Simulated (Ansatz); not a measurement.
## Ti₂SnC: do energies and stresses tell the same story?

These are results of DFT r2SCAN, scalar-relativistic, plane waves, PAW (Ansatz 0.2.0), not measurements.

Cutoff 500 eV; k points 12×12×4 on the computed 8-atom cell (Γ-centred); Gaussian smearing, width 0.10 eV; no spin polarisation.

Relaxed cell: P6_3/mmc, a = 3.166 Å, b = 3.166 Å, c = 13.717 Å, α = 90.00°, β = 90.00°, γ = 120.00°, 8 atoms in the primitive cell. Whether it is the stable form of this composition wasn't checked.

Energies at zero smearing and pressures from the stress tensor, at volumes with shape and atoms relaxed:
| V (Å³/atom) | E − E(first) (meV/atom) | P (GPa) |
| --- | --- | --- |
| 13.986 | 0.00 | 10.44 |
| 14.433 | -20.95 | 4.80 |
| 14.879 | -27.42 | 0.02 |
| 15.326 | -21.70 | -4.00 |
| 15.772 | -5.74 | -7.36 |

Question: Check P = −dE/dV between neighbouring volumes, and get the bulk modulus from the pressures alone.

Answer: With 1 eV/Å³ = 160.2 GPa:
```
middle V (Å³/atom)  −ΔE/ΔV (GPa) mean P (GPa)
            14.210         7.521         7.621
            14.656         2.321         2.407
            15.102        -2.054        -1.993
            15.549        -5.728        -5.681
```

The two differ by 0.10 GPa at most. The mean of two end pressures misses the average over a step by about ΔV² P″/12, up to 0.08 GPa here; with that taken off 0.02 GPa remains. Around V = 14.879 Å³/atom, the two neighbours give B = −V ΔP/ΔV = 14.879 × 8.80 / 0.893 = 146.7 GPa, against B0 = 145.3 GPa from the Birch–Murnaghan fit of the energies.

Cost: 6 runs of about 22 core-minutes in all, on Arm Neoverse V1 (shared hosts).